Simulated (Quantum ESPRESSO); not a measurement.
Li$_{2}$MoO$_{3}$ has the triclinic space group P-1 (No. 2), Pearson symbol aP12. Lattice parameters: a = 4.931 Å, b = 4.936 Å, c = 5.212 Å, α = 82.14°, β = 71.19°, γ = 62.86°. Li1 on 2i sees 6 O at 1.999–2.228 Å (octahedral). Li2 on 1e is coordinated by 4 O at 1.991–2.090 Å and 2 O at 2.232 Å (octahedral). Li3 on 1g sees 6 O at 2.045–2.107 Å (octahedral). O1 on 2i is coordinated by 1 Mo at 1.981 Å and 1 Mo at 2.147 Å and 4 Li at 2.076–2.232 Å (octahedral). O2 on 2i is coordinated by 1 Mo at 1.996 Å and 1 Mo at 2.150 Å and 4 Li at 2.045–2.137 Å (octahedral). O3 on 2i is coordinated by 2 Mo at 1.987–2.020 Å and 2 Li at 1.991–1.999 Å and 1 Li at 2.107 Å and 1 Li at 2.228 Å. Mo on 2i has 4 O at 1.981–2.020 Å and 2 O at 2.147–2.150 Å. (Neighbours: up to the widest gap in distance over summed covalent radii, below 1.35, at either atom; cation-cation contacts left out.)

The geometry is that of Materials Project entry mp-694855, symmetrised and not relaxed again.

### Question
What does PBEsol (Quantum ESPRESSO, PseudoDojo norm-conserving, 84 Ry, without SOC) give for the electronic structure near the Fermi level?

### Answer
Along the path the PBEsol gap is only about 0.04 eV, below what this setup resolves reliably; no G0W0 run was built on it. Semilocal functionals shrink small gaps, and the order of the bands at the edge may be inverted. Spin-orbit splittings are left out.

The structure is a Materials Project entry; no match was found in the copy of COD used, and its stability was not checked.
